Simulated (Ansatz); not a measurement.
Ba:
```yaml
crystal:
  lattice:
    - [-2.52531, 2.52531, 2.52531]
    - [2.52531, -2.52531, 2.52531]
    - [2.52531, 2.52531, -2.52531]
  atoms:
    - { symbol: Ba, position: [0.00000, 0.00000, 0.00000] }
```

Relaxed with r²SCAN+D4. Special points in fractions of this cell's reciprocal vectors: Γ (0.000, 0.000, 0.000); H (0.500, -0.500, 0.500); N (0.000, 0.000, 0.500); P (0.250, 0.250, 0.250).

Question: List the band energies nearest the Fermi level at these points for the program Ansatz at the r²SCAN+D4 level (PAW).

Answer: In eV from the Fermi level; about four levels below and three above (degenerate sets whole), none deeper than 8.9 eV; points with the same levels are listed once.

| k | below | above |
|---|---|---|
| Γ | -2.83 | 2.13 2.13 2.13 |
| H | -0.57 -0.57 | 4.29 4.29 4.29 |
| N | -0.83 | 0.91 1.15 3.50 |
| P | – | 0.57 0.57 0.57 |

Space group Im-3m (bcc (W type)). The cell was relaxed with r²SCAN+D4 under the symmetry of its start. The pairwise dispersion correction was not fitted to metals. Scalar-relativistic: spin–orbit coupling is off unless named, which matters more the heavier the elements.

Potentials: the later of the program's two PAW sets.
